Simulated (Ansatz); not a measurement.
C:
```xyz
8
Lattice="2.3252 4.5805 0.0000 -2.3252 4.5805 0.0000 -1.5431 0.0000 3.2544" Properties=species:S:1:pos:R:3 pbc="T T T"
C     -0.7866     7.3577     1.4581
C     -0.7565     1.8033     1.7963
C      0.0151     7.3577     0.1691
C     -1.5582     1.8033     3.0853
C     -2.4726     3.0330     2.8533
C      0.9295     6.1280     0.4011
C      0.1579     3.0330     2.0282
C     -1.7010     6.1280     1.2261
```

Relaxed with r²SCAN. Special points in fractions of this cell's reciprocal vectors: Γ (0.000, 0.000, 0.000); Y (0.500, 0.500, 0.000); M (0.500, 0.500, 0.500); A (0.000, 0.000, 0.500); L2 (0.000, 0.500, 0.500); V2 (0.000, 0.500, 0.000).

Task: List the band energies nearest the valence-band maximum at these points for the program Ansatz at the r²SCAN level (PAW).

Result: In eV from the valence-band maximum; about four levels below and three above (degenerate sets whole), none deeper than 8.9 eV; points with the same levels are listed once.

```tsv
k	below	above
Γ	-3.29 -2.70 -1.87 0.00	3.03 3.35 4.78
Y	-2.86 -1.74 -1.70 -0.59	2.53 3.13 4.45
M	-3.57 -3.57 -0.51 -0.51	1.56 1.56 6.58 6.58
A	-3.94 -3.94 -1.02 -1.02	1.94 1.94 6.43 6.43
L2	-3.22 -2.68 -1.66 -0.73	1.03 3.80 5.19
V2	-3.76 -3.64 -1.64 -1.25	2.69 2.75 6.04
```

Space group C2/c. The start of the workflow was typed in or built on a structure type; neither database checked (COD, Materials Project) lists it. It is not the phase usual at ambient conditions (space group No. 194, 227). Symmetry was held in the r²SCAN relaxation; whether a distortion lowers the energy is not shown. The volume moved by 103 % from the start of the relaxation.

Potentials: the later of the program's two PAW sets.
